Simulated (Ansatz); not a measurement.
NbIr₃:
```cif
data_Ir6Nb2
_chemical_formula_sum 'Nb2 Ir6'
_space_group_name_H-M_alt 'P 1'
_space_group_IT_number 1
_cell_length_a 5.51836
_cell_length_b 5.51836
_cell_length_c 4.43446
_cell_angle_alpha 90.000
_cell_angle_beta 90.000
_cell_angle_gamma 120.000
loop_
_space_group_symop_operation_xyz
  'x, y, z'
loop_
_atom_site_label
_atom_site_type_symbol
_atom_site_fract_x
_atom_site_fract_y
_atom_site_fract_z
_atom_site_occupancy
Nb1 Nb 0.33333 0.66667 0.75000 1
Nb2 Nb 0.66667 0.33333 0.25000 1
Ir1 Ir 0.16414 0.32828 0.25000 1
Ir2 Ir 0.83586 0.67172 0.75000 1
Ir3 Ir 0.83586 0.16414 0.75000 1
Ir4 Ir 0.16414 0.83586 0.25000 1
Ir5 Ir 0.67172 0.83586 0.25000 1
Ir6 Ir 0.32828 0.16414 0.75000 1
```

Relaxed with PBEsol.

Problem. Which orbitals make up the states near the Fermi level in plane-wave PAW PBEsol (Ansatz code)?

Solution. Within 0.5 eV of the Fermi level: Ir 5d 75 %, Nb 4d 12 %, outside the projected shells 8 %. Projections are on Löwdin-orthogonalised atomic valence shells; empty p or d shells of many metals are not among them.

Problem. Tabulate the density of states.

Solution. States/eV per cell of 8 atoms, in 0.25 eV bins, energy from the Fermi level.

```
E (eV)  total  Ir 5d  Nb 4d  Ir 6s
------  -----  -----  -----  -----
-7.85    1.10   0.11   0.05   0.76
-7.60    0.98   0.16   0.06   0.63
-7.35    1.61   0.39   0.12   0.84
-7.10    4.91   2.09   0.71   1.66
-6.85    5.77   2.74   0.87   1.78
-6.60    5.83   3.32   0.93   1.30
-6.35    8.63   5.59   1.23   1.41
-6.10    9.24   6.78   1.15   0.94
-5.85    8.68   6.58   1.11   0.62
-5.60    7.70   5.81   1.09   0.40
-5.35    7.93   6.31   0.86   0.31
-5.10   11.09   8.91   1.14   0.51
-4.85    9.88   7.96   1.00   0.40
-4.60    7.96   6.64   0.76   0.19
-4.35   11.19   9.30   1.05   0.34
-4.10    6.49   5.10   0.80   0.31
-3.85    8.26   6.66   0.99   0.32
-3.60    8.41   7.01   0.80   0.30
-3.35    9.83   7.95   1.17   0.33
-3.10   11.20   8.95   1.40   0.43
-2.85    9.75   7.54   1.47   0.39
-2.60   12.50   9.59   1.95   0.52
-2.35   12.45  10.11   1.45   0.44
-2.10   11.35   9.05   1.49   0.36
-1.85   10.28   7.60   1.81   0.32
-1.60    7.48   5.31   1.40   0.27
-1.35    8.01   6.06   1.25   0.23
-1.10    9.77   7.03   1.76   0.40
-0.85   10.88   7.41   2.35   0.37
-0.60    6.06   4.42   0.89   0.24
-0.35    3.54   2.52   0.46   0.16
-0.10    3.09   2.32   0.34   0.11
0.15     2.93   2.28   0.33   0.08
0.40     3.45   2.75   0.42   0.08
0.65     4.66   3.42   0.94   0.09
0.90     4.71   3.47   1.01   0.09
1.15     6.09   4.20   1.39   0.35
1.40     7.89   4.35   2.83   0.46
1.65     7.86   3.51   3.95   0.19
1.90     6.52   2.62   3.41   0.23
2.15     8.10   3.35   4.11   0.31
2.40     9.18   4.00   4.35   0.47
2.65     7.64   3.10   3.64   0.47
2.90     7.50   2.69   3.75   0.53
3.15     5.95   2.06   2.99   0.52
3.40     5.55   1.72   2.81   0.49
3.65     3.91   1.12   1.92   0.39
3.90     2.11   0.47   0.75   0.38
4.15     1.89   0.38   0.57   0.41
```

Space group P6_3/mmc. The workflow started from a Materials Project entry (that database holds measured and hypothetical structures alike); the Crystallography Open Database copy checked does not list it. COD files the formula under space group No. 221. Its standing as an ambient phase is unchecked. The PBEsol relaxation kept the symmetry of its start; whether a distortion lowers the energy is not shown. The run is not spin-polarised. Scalar-relativistic: spin–orbit coupling is off unless named, which matters more the heavier the elements.

Potentials: the later of the program's two PAW sets.
